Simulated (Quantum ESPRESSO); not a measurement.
# Strain and stress in PSi7

These are calculations, not measurements. They come from pw.x of Quantum ESPRESSO 7.5, a plane-wave density functional program, with PseudoDojo standard norm-conserving files (v0.5 for PBE, v0.4.1 for LDA and PBEsol). The cells are made up: elements, strain and atom displacements were drawn at random, and nothing was relaxed. There is no spin polarisation, spin-orbit coupling or dispersion term.

The cell has 8 sites of a zincblende or diamond lattice. Sites 1 to 4 hold P Si Si Si; sites 5 to 8 hold Si Si Si Si. Cell vectors in Å: (5.624, 0.051, 0.085); (0.051, 5.643, -0.018); (0.085, -0.018, 5.606). Settings: PBE, cutoff 599 eV, 6 x 6 x 6 k mesh shifted by half a step, Fermi-Dirac smearing of 0.1 eV.

Each run adds a shear xy (given as the tensor component) to one cell, with the atoms carried along; the vectors above are those of run 4. Stress is positive in tension and P is minus a third of its trace. E is the free energy for each atom above the lowest run shown.

```
run  strain (%)  s_xx (GPa)  s_yy (GPa)  s_zz (GPa)  s_xy (GPa)  P (GPa)  E (meV/atom)
  1       -2.30        6.78        7.08        6.76       -1.10    -6.87          1.15
  2       -1.56        6.84        7.15        6.74       -0.28    -6.91          0.00
  3       -1.13        6.85        7.17        6.71        0.20    -6.91          0.08
  4        0.14        6.78        7.12        6.61        1.60    -6.84          3.35
  5        0.54        6.72        7.06        6.57        2.04    -6.78          5.33
  7        2.35        6.28        6.63        6.29        4.08    -6.40         20.17
  6        2.06           ?           ?           ?           ?        ?             ?
```

A rerun of one of these cells at 838 eV and k mesh 8 x 8 x 8 moved values by no more than 0.002 eV in the cell's energy, 0.04 GPa in stress and 0.007 eV/Å in force.

## Worked fit

A parabola through the six runs shown gives s_xy = 1.44 + 1.11 e + 0.003 e² GPa, with e in per cent and a scatter of 0.01 GPa. The slope is a stiffness of 111 ± 1 GPa for each unit of this strain at e = 0, twice a shear constant under the stress shown, since the tensor component is half the shear angle. The atoms are clamped, and relaxing them would in general lower it. The error is the larger of the fit's own and the change that a cubic makes, rounded up.

## Withheld run

Question: what s_xy should run 6 give?

The fit gives 3.74 GPa. The calculation gave 3.74 GPa.

| run | strain (%) | s_xx (GPa) | s_yy (GPa) | s_zz (GPa) | s_xy (GPa) | P (GPa) | E (meV/atom) |
| --- | --- | --- | --- | --- | --- | --- | --- |
| 6 | 2.06 | 6.37 | 6.72 | 6.35 | 3.74 | -6.48 | 17.14 |